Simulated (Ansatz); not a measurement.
**What a change of settings does to a run on BaSbPt**

Structure from Materials Project entry mp-8606 (possibly hypothetical), not relaxed further.

First run: DFT, LDA, PAW with Ansatz's default frozen-core files, scalar-relativistic (Ansatz 0.2.0).

Command: `ansatz run input.yaml --threads 1 --pin off --max-ram 4096MiB --backend cpu --events-out ev --progress --plain --runs-dir out` The run took about 56 s on 1 thread of a shared machine.

```yaml
crystal:
  lattice:
    - [4.5679976171, 0.0, 0.0]
    - [-2.2839988085, 3.9560019808, 0.0]
    - [0.0, 0.0, 4.98640666]
  atoms:
    - { symbol: Ba, position: [0.0, 0.0, 0.0] }
    - { symbol: Sb, position: [0.6666666667, 0.3333333333, 0.5] }
    - { symbol: Pt, position: [0.3333333333, 0.6666666667, 0.5] }
kpoints:
  mp_grid: { grid: [8, 8, 7] }
  band_path:
    path:
      - [0.0, 0.0, 0.0]
      - [0.5, 0.0, 0.0]
      - [0.3333333333, 0.3333333333, 0.0]
      - [0.0, 0.0, 0.0]
      - [0.0, 0.0, 0.5]
      - [0.5, 0.0, 0.5]
      - [0.3333333333, 0.3333333333, 0.5]
      - [0.0, 0.0, 0.5]
      - [0.5, 0.0, 0.5]
    npoints: 14
scf:
  occupations: { method: fermi_dirac, width: 0.05 }
hamiltonian:
  xc: lda
  pseudopotentials: { kind: paw }
output:
  forces: true
  stress: true
  eigenvalues: true
  efg: { contact_densities: true }
  populations: true
  bader: true
  dos: { projected: true, de: 0.2, e_range: [-14, 8] }
  write_density: true
  write_potential: true
  elf: true
  volumetric_format: npy
```

Result: converged; pressure -4.08 GPa; 8 SCF iterations.

Spin polarisation is left out, and whether a magnetic state lies lower isn't shown here.

No spin–orbit coupling, which matters for the heavy atoms here.

A second input differs as follows:

```diff
@@ -23,5 +23,7 @@
     npoints: 14
 scf:
-  occupations: { method: fermi_dirac, width: 0.05 }
+  occupations: { method: fermi_dirac, width: 0.3 }
+  n_extra_bands: 0
+  max_iter: 80
 hamiltonian:
   xc: lda
@@ -33,9 +35,3 @@
   efg: { contact_densities: true }
   populations: true
-  bader: true
-  dos: { projected: true, de: 0.2, e_range: [-14, 8] }
-  write_density: true
-  write_potential: true
-  elf: true
-  volumetric_format: npy
```

What is wrong with it, and what does the program do?

The fault is too few bands. The run refused before any iteration. The log ends:
```
Error: inconsistent input (scf.n_extra_bands, scf.occupations.method): n_bands = 22 leaves no empty band above the 22 bands per channel that the deck's 43 electrons occupy, and the occupations search for the Fermi level (a smearing at a finite width, or tetrahedra): a level found among occupied bands alone can fill a metal as an insulator; raise scf.n_extra_bands until at least 23 bands are solved (omitted, it auto-derives to 29) (see scf.n_extra_bands in the input reference)
```
